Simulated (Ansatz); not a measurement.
Does relaxation matter for the field gradients of GaP with a Ga vacancy?

Start: a supercell of GaP (zinc blende type, F-43m) built from a structure deposited in the COD, with all atoms left at the host's positions.

Space group F-43m (No. 216); a = 16.3515 Å.

| site | Wyckoff | site symmetry | x | y | z |
| --- | --- | --- | --- | --- | --- |
| Ga1 | 48h | ..m | 0.1667 | 0.0000 | 0.1667 |
| Ga4 | 16e | .3m | 0.3333 | 0.8333 | 0.1667 |
| Ga8 | 16e | .3m | 0.6667 | 0.6667 | 0.3333 |
| Ga14 | 24f | 2.mm | 0.5000 | 0.6667 | 0.5000 |
| P27 | 16e | .3m | 0.0833 | 0.9167 | 0.0833 |
| P28 | 24g | 2.mm | 0.2500 | 0.9167 | 0.2500 |
| P32 | 48h | ..m | 0.5833 | 0.7500 | 0.4167 |
| P40 | 16e | .3m | 0.4167 | 0.5833 | 0.4167 |
| P53 | 4c | -43m | 0.7500 | 0.2500 | 0.7500 |

One atom of each set is listed; the run and its k-mesh use a cell of 53 atoms with edges of 11.56, 11.56, 11.56 Å.

The numbers come from a DFT calculation in Ansatz (PBE, plane waves and PAW, scalar-relativistic, 420 eV cutoff, Γ-centred 2×2×2 k-points, Fermi–Dirac smearing 0.01 eV, cell charge -3).

The largest force at the start is 1.1 eV/Å. Relaxing the ions at fixed cell moves them by 0.257 Å at most (atom 29, P) and 0.095 Å rms.

| site | moved (Å) | first shell before | first shell after | V_zz before (10²¹ V/m²) | η before |
| --- | --- | --- | --- | --- | --- |
| Ga1 | 0.127 | 4 P at 2.36 Å | 4 P at 2.33–2.40 Å | -3.25 | 0.57 |
| Ga4 | 0.028 | 4 P at 2.36 Å | 4 P at 2.36–2.38 Å | 1.01 | 0.00 |
| Ga8 | 0.017 | 4 P at 2.36 Å | 4 P at 2.37–2.38 Å | 0.84 | 0.00 |
| Ga14 | 0.023 | 4 P at 2.36 Å | 4 P at 2.36–2.38 Å | -0.49 | 0.81 |
| P27 | 0.257 | 3 Ga at 2.36 Å | 3 Ga at 2.33 Å | -8.37 | 0.00 |
| P28 | 0.022 | 4 Ga at 2.36 Å | 4 Ga at 2.36–2.38 Å | -2.03 | 0.53 |
| P32 | 0.026 | 4 Ga at 2.36 Å | 4 Ga at 2.36–2.40 Å | 1.07 | 0.38 |
| P40 | 0.005 | 4 Ga at 2.36 Å | 4 Ga at 2.38 Å | -0.18 | 0.00 |

**Question.** What are V_zz and η after the relaxation?

**Answer.** 

```
site  V_zz after  η after  change of V_zz
 Ga1       -4.87     0.21           -1.62
 Ga4        1.28     0.00           +0.27
 Ga8        0.73     0.00           -0.11
Ga14        0.99     0.90               –
 P27       -4.18     0.00           +4.19
 P28        0.69     0.25               –
 P32       -0.75     0.99               –
 P40      -0.072     0.00           +0.11
```

The largest change of V_zz along a kept axis is on P27, from -8.37 to -4.18. In per cent, |V_zz| changes by -13 to +50 on Ga, -50 on P (all sites that start above 0.5, bar those whose gradient vanishes or changes sign or whose main axis turns by over 40°). Where |V_zz| stays above 0.1 and the axes keep their order, η moves most on Ga1, from 0.57 to 0.21. On P28, P32, Ga14 the largest principal value lies along another axis in the second run, so the two V_zz can't be compared directly. Sites without a gradient aren't listed.

The defect repeats with the cell of 53 atoms, so it feels its images: sites between two images don't show the values beside a lone defect, and zeros or small values of η there can come from the images' arrangement. A uniform background compensates the cell's charge.
Before: With a gap of 0.5 eV on this mesh, small gradients can still move by 0.1 × 10²¹ V/m² or more as the k-mesh gets denser. The neighbours have not yet relaxed around the defect (largest force 1.1 eV/Å), so a real crystal will differ.
